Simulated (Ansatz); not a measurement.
Values for one crystal, relaxed and computed with r²SCAN (plane waves, PAW; program Ansatz); other levels are named.

```yaml
volume_per_atom: 10.68 Å³
electronic_character: metallic (no gap)
Density of states at the Fermi level: 0.70 states/eV per atom (mean over ±0.08 eV)
Formation energy from the elements (no fitted shifts): -0.43 eV/atom
```

**Question.** Which compound is it?
A) AlSiNi6, P4/mmm (Pearson symbol tP8)
B) Si2Mo, MoSi2 or CaC2 type
C) SiSnPt5, P4/mmm (Si on 1b, Sn on 1c, Pt on 4i, Pt on 1a)
D) Si2W, MoSi2 or CaC2 type

**Answer.** A, AlSiNi6, P4/mmm (Pearson symbol tP8)

The workflow started from a Materials Project entry (that database holds measured and hypothetical structures alike); the Crystallography Open Database copy checked does not list it. With Al and Si taken as one species the cell has the higher symmetry Pm-3m, so it may be an ordered model of a mixed-site phase. Its standing as an ambient phase is unchecked. The cell was relaxed with r²SCAN under the symmetry of its start, as lowered by the spin order; whether a distortion lowers the energy is not shown. Magnetic state: ferrimagnetic, the only order run, not a proven ground state. Other orbital occupations within this spin state were not tried. The references are the lowest solids computed at this level, not always the standard phases.

Potentials: the later of the program's two PAW sets.
